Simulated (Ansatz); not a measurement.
Ge2Mo:
```cif
data_Ge2Mo
_chemical_formula_sum 'Ge2 Mo1'
_space_group_name_H-M_alt 'P 1'
_space_group_IT_number 1
_cell_length_a 4.72025
_cell_length_b 4.72025
_cell_length_c 4.72025
_cell_angle_alpha 138.832
_cell_angle_beta 138.832
_cell_angle_gamma 59.630
loop_
_space_group_symop_operation_xyz
  'x, y, z'
loop_
_atom_site_label
_atom_site_type_symbol
_atom_site_fract_x
_atom_site_fract_y
_atom_site_fract_z
_atom_site_occupancy
Ge1 Ge 0.66165 0.66165 0.00000 1
Ge2 Ge 0.33835 0.33835 0.00000 1
Mo1 Mo 0.00000 0.00000 0.00000 1
```

Relaxed with r²SCAN.

Question: Which orbitals make up the states near the Fermi level in r²SCAN in the plane-wave PAW code Ansatz?

Answer: Within 0.5 eV of the Fermi level: Mo 4d 75 %, Ge 4p 16 %, Ge 4s 7 %. Projections are on Löwdin-orthogonalised atomic valence shells; empty p or d shells of many metals are not among them.

Question: Tabulate the density of states.

Answer: States/eV per cell of 3 atoms, in 0.25 eV bins, energy from the Fermi level.

| E (eV) | total | Mo 4d | Ge 4p | Ge 4s |
|---|---|---|---|---|
| -7.85 | 0.49 | 0.11 | 0.13 | 0.23 |
| -7.60 | 0.43 | 0.10 | 0.12 | 0.21 |
| -7.35 | 0.38 | 0.09 | 0.10 | 0.18 |
| -7.10 | 0.32 | 0.08 | 0.08 | 0.16 |
| -6.85 | 0.31 | 0.07 | 0.11 | 0.12 |
| -6.60 | 0.36 | 0.07 | 0.18 | 0.09 |
| -6.35 | 0.43 | 0.08 | 0.25 | 0.06 |
| -6.10 | 0.87 | 0.19 | 0.57 | 0.05 |
| -5.85 | 1.24 | 0.28 | 0.87 | 0.04 |
| -5.60 | 1.31 | 0.28 | 0.91 | 0.06 |
| -5.35 | 1.31 | 0.32 | 0.86 | 0.09 |
| -5.10 | 1.20 | 0.30 | 0.75 | 0.10 |
| -4.85 | 0.76 | 0.20 | 0.43 | 0.10 |
| -4.60 | 0.67 | 0.19 | 0.35 | 0.10 |
| -4.35 | 0.83 | 0.25 | 0.41 | 0.12 |
| -4.10 | 1.09 | 0.37 | 0.51 | 0.15 |
| -3.85 | 1.31 | 0.47 | 0.59 | 0.17 |
| -3.60 | 1.38 | 0.56 | 0.59 | 0.14 |
| -3.35 | 1.26 | 0.56 | 0.53 | 0.11 |
| -3.10 | 1.66 | 0.77 | 0.68 | 0.13 |
| -2.85 | 2.10 | 1.11 | 0.76 | 0.14 |
| -2.60 | 2.52 | 1.41 | 0.92 | 0.12 |
| -2.35 | 4.32 | 2.54 | 1.56 | 0.14 |
| -2.10 | 4.95 | 2.99 | 1.72 | 0.11 |
| -1.85 | 3.39 | 1.93 | 1.25 | 0.10 |
| -1.60 | 1.62 | 0.96 | 0.56 | 0.06 |
| -1.35 | 1.36 | 0.81 | 0.48 | 0.05 |
| -1.10 | 1.03 | 0.74 | 0.24 | 0.04 |
| -0.85 | 0.95 | 0.74 | 0.17 | 0.03 |
| -0.60 | 1.11 | 0.95 | 0.13 | 0.02 |
| -0.35 | 0.96 | 0.86 | 0.09 | 0.01 |
| -0.10 | 0.35 | 0.28 | 0.06 | 0.01 |
| 0.15 | 0.58 | 0.37 | 0.12 | 0.08 |
| 0.40 | 0.60 | 0.35 | 0.15 | 0.09 |
| 0.65 | 0.74 | 0.43 | 0.19 | 0.11 |
| 0.90 | 1.08 | 0.60 | 0.26 | 0.18 |
| 1.15 | 1.44 | 0.84 | 0.31 | 0.25 |
| 1.40 | 2.03 | 1.25 | 0.36 | 0.37 |
| 1.65 | 2.29 | 1.46 | 0.43 | 0.34 |
| 1.90 | 3.54 | 2.40 | 0.72 | 0.35 |
| 2.15 | 1.98 | 1.17 | 0.52 | 0.24 |
| 2.40 | 1.15 | 0.53 | 0.40 | 0.18 |
| 2.65 | 0.96 | 0.39 | 0.36 | 0.16 |
| 2.90 | 0.98 | 0.39 | 0.37 | 0.17 |
| 3.15 | 1.34 | 0.56 | 0.48 | 0.22 |
| 3.40 | 1.58 | 0.63 | 0.57 | 0.26 |
| 3.65 | 1.57 | 0.52 | 0.67 | 0.21 |
| 3.90 | 2.15 | 0.62 | 0.97 | 0.26 |
| 4.15 | 2.55 | 0.68 | 1.14 | 0.23 |
| 4.40 | 2.08 | 0.51 | 1.01 | 0.20 |
| 4.65 | 1.51 | 0.36 | 0.75 | 0.14 |

Space group I4/mmm (MoSi2 or CaC2 type). The first step of the workflow began from a Materials Project structure, measured or hypothetical; the Crystallography Open Database copy checked does not list it. COD files the formula under space group No. 62, so this cell is another polymorph or a model. Whether it is the stable phase at ambient conditions was not checked. The cell was relaxed with r²SCAN under the symmetry of its start; whether a distortion lowers the energy is not shown. The run is not spin-polarised. Spin–orbit coupling is left out wherever it is not named.

Potentials: the later of the program's two PAW sets.
